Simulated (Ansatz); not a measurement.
BaZrO3:
```
BaZrO3
1.0
    4.14737     0.00000     0.00000
    0.00000     4.14737     0.00000
    0.00000     0.00000     4.14737
Ba Zr O
1 1 3
Cartesian
  0.00000   0.00000   0.00000
  2.07368   2.07368   2.07368
  2.07368   0.00000   2.07368
  0.00000   2.07368   2.07368
  2.07368   2.07368   0.00000
```

Relaxed with LDA. Special points in fractions of this cell's reciprocal vectors: Γ (0.000, 0.000, 0.000); X (0.000, 0.500, 0.000); M (0.500, 0.500, 0.000); R (0.500, 0.500, 0.500).

List the band energies nearest the valence-band maximum at these points for plane-wave PAW LDA (Ansatz code).

In eV from the valence-band maximum; about four levels below and three above (degenerate sets whole), none deeper than 8.9 eV; points with the same levels are listed once.

```csv
k,below,above
Γ,-1.06 -1.06 -1.06 -0.15 -0.15 -0.15,3.20 3.20 3.20
X,-1.79 -1.79 -1.77 -0.37 -0.37,3.59 5.88 5.88
M,-0.90 -0.90 -0.68 -0.05,5.87 5.87 6.65
R,-2.52 -2.52 -2.52 0.00 0.00 0.00,6.14 6.14 6.14
```

Space group Pm-3m (cubic perovskite). The cell was relaxed with LDA under the symmetry of its start. At this level the phase is dynamically unstable (imaginary phonons). The run is not spin-polarised. Spin–orbit coupling is left out wherever it is not named.

Potentials: the later of the program's two PAW sets.
